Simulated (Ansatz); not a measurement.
Energies of structures of Sr at several levels, each column relative to the first row (Fm-3m, cF4, fcc (Cu type)), in eV/atom. Geometries are relaxed with r2SCAN (plane waves to 500 eV, PAW, scalar-relativistic; Ansatz, an electronic-structure program) unless a column says relaxed; all runs are Ansatz, PAW (cutoffs: PBEsol, relaxed 420 eV). Columns compare only within themselves.

```
structure                      r2SCAN  PBEsol, relaxed
-----------------------------  ------  ---------------
Fm-3m, cF4, fcc (Cu type)        0.00             0.00
P6₃/mmc, hP2, hcp (Mg type)      0.00       (withheld)
Im-3m, cI2, bcc (W type)        +0.01       (withheld)
Pm-3m, cP1, simple cubic type   +0.37       (withheld)
```

Q: Some entries are withheld; supply them.

A: 
- P6₃/mmc, hP2, hcp (Mg type), PBEsol, relaxed: +0.01
- Im-3m, cI2, bcc (W type), PBEsol, relaxed: 0.00
- Pm-3m, cP1, simple cubic type, PBEsol, relaxed: +0.38

At PBEsol, relaxed, Fm-3m, cF4, fcc (Cu type) and Im-3m, cI2, bcc (W type) are level within the accuracy. Against r2SCAN, PBEsol moves these energy differences by -0.01 to 0.01 eV/atom and the volumes by -8.5 % to -4.3 %.

3 runs with a doubtful electronic state, a coarser numerical grid, an end not at rest or a source that can't be used are left out. Each run could gain symmetry but not lose that of its start, so entries can be saddle points. From databases, or of a type measured for this composition: Fm-3m, cF4, fcc (Cu type); P6₃/mmc, hP2, hcp (Mg type); Im-3m, cI2, bcc (W type); the others are generated cells (placed on structure types, drawn at random, substituted or restacked) that were not matched to a known phase here. Static energies at zero pressure. No spin polarisation in the result.
